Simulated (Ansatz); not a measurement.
The calculation used Ansatz, DFT PBE, scalar-relativistic, plane waves, PAW. All cells share a 420 eV cutoff and Γ-centred k meshes spaced about 0.3 Å⁻¹ or finer (0.25 for metals, 2π included). Collinear spin where magnetic atoms keep a moment.

These are static total energies at zero pressure.

Two forms of MoH6 were relaxed alike.

1. (ferromagnetic moments up to 0.3 μB)

```yaml
crystal:
  lattice:
    - [2.77877, 0.00000, 0.00000]
    - [-1.38938, 2.40649, 0.00000]
    - [0.00000, 0.00000, 12.10452]
  atoms:
    - { symbol: H, position: [0.66667, 0.33333, 0.90775] }
    - { symbol: H, position: [0.33333, 0.66667, 0.09225] }
    - { symbol: H, position: [0.33333, 0.66667, 0.34271] }
    - { symbol: H, position: [0.33333, 0.66667, 0.40440] }
    - { symbol: H, position: [0.66667, 0.33333, 0.65729] }
    - { symbol: H, position: [0.66667, 0.33333, 0.59560] }
    - { symbol: Mo, position: [0.00000, 0.00000, 0.00000] }
```

2. (no moments)

```yaml
crystal:
  lattice:
    - [2.21869, -2.20062, 0.00000]
    - [2.21869, 2.20062, 0.00000]
    - [-1.35038, 0.00000, 5.64078]
  atoms:
    - { symbol: H, position: [0.88119, 0.37951, 0.75604] }
    - { symbol: H, position: [0.37951, 0.88119, 0.75604] }
    - { symbol: H, position: [0.94656, 0.94656, 0.24106] }
    - { symbol: H, position: [0.53832, 0.53832, 0.99303] }
    - { symbol: H, position: [0.48495, 0.06411, 0.12013] }
    - { symbol: H, position: [0.06411, 0.48495, 0.12013] }
    - { symbol: Mo, position: [0.89955, 0.89955, 0.94650] }
```

Task: Which is lower in energy, and by how much?

Result: Cell 1 is lower, by 72 meV/atom. Cell 1 has space group P-3m1 (No. 164), 11.6 Å³/atom and no gap on its mesh; cell 2 has space group Cm (No. 8), 7.9 Å³/atom and a gap of 0.16 eV. Counting H atoms around Mo (those within 1.25 times the shortest such distance or 1.15 times the sum of covalent radii), cell 1 has Mo 6 and cell 2 has Mo 10. Cell 1 holds H–H pairs as short as in free H₂ molecules (shortest 0.75 Å); in cell 2 the shortest H–H distance is 1.57 Å. Their magnetic states differ too, which can make part of the margin. In cell 1, around H on its first site lie 3 Mo at 1.95 Å; H on its second site has 1 H at 0.75 Å; Mo has 6 H at 1.95 Å and 6 Mo at 2.78 Å; 1 more site not described. In cell 2, H on a site of symmetry 1 has 1 Mo at 1.80 Å, 1 H at 1.88 Å, 1 Mo at 2.00 Å, 1 H at 2.07 Å and 5 H at 2.19–2.28 Å; around H on a site of symmetry m lie 2 H at 1.57 Å, 1 Mo at 1.67 Å and 3 H at 1.99–2.03 Å; around Mo lie 2 H at 1.67–1.69 Å, 4 H at 1.79–1.80 Å and 4 H at 1.96–2.00 Å; 2 more sites not described. Both come from trial cells of a structure search, whose lowest cell (P1, 12.5 Å³/atom) lies 84 meV/atom below the lower of the two.

Weakly bound directions are ill-defined at this level, which has no dispersion term (P-3m1, Cm), and this can change margins and order among such cells. Kohn–Sham gaps at this level usually fall short of measured ones. With hydrogen, zero-point motion can shift such differences by 10 meV/atom or more. The magnetic state reached may not be the lowest. Small gaps are read on the mesh alone, and bands can cross between its points. Cells relaxed within their symmetry can be saddle points. Some types were kept out of the candidates beforehand, so the set may lack a known form.
